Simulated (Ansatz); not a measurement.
Starting cell, BP (zinc blende):

```
BP
1.0
    0.00000     4.54847     4.54847
    2.27424     2.27424     4.54847
    2.27424     2.27424     0.00000
P B
2 2
Cartesian
  3.41135   3.41135   3.41135
  3.41135   5.68559   5.68559
  0.00000   0.00000   0.00000
  2.27424   4.54847   6.82271
```

The atoms are displaced by Q × the pattern below (from a DFPT mode at X = (0.5, 0.5, 0.0), largest move 1; Q in Å), at fixed cell. It is one choice among 2 degenerate patterns. (q is in reciprocal vectors of the primitive cell; the cell shown is doubled to hold the pattern.)

| atom | x | y | z |
|---|---|---|---|
| P1 | 0.000 | 1.000 | 0.000 |
| P2 | 0.000 | -1.000 | 0.000 |
| B3 | 0.800 | 0.000 | 0.000 |
| B4 | -0.800 | 0.000 | 0.000 |

Method: PBE (plane waves to 420 eV, PAW, scalar-relativistic; Ansatz, a quantum-chemistry and plane-wave program). k mesh 12×12×12 (Γ-centred), Fermi-Dirac smearing 0.05 eV. E stands for the smeared free energy. BP was relaxed with its symmetry unable to fall. The zero of ΔE is the undisplaced structure.

```tsv
Q (Å)	ΔE (meV/cell)
-0.1000	136.9
-0.0833	withheld
-0.0667	60.9
-0.0500	34.2
-0.0333	15.2
-0.0167	3.8
0.0000	0.0
0.0167	3.8
0.0333	15.2
0.0500	34.2
0.0667	60.9
0.0833	withheld
0.1000	136.9
```

Fit an even polynomial form (powers 2, 4) to the given rows and predict ΔE at Q = -0.0833.

Least squares on the 11 given rows: ΔE = (13690)·Q² + (434.1)·Q⁴, in meV/cell with Q in Å; root-mean-square residual 0.03 meV/cell. At -0.0833 the fit gives 95.0 meV/cell; the calculation gives 95.1 meV/cell, so the interpolation is off by -0.1 (-0.1 %). The quadratic term alone would give 95.0 meV/cell.

(For displaced atoms, the force is minus the slope of the energy, and its curvature is a force constant, which sets phonon frequencies.)
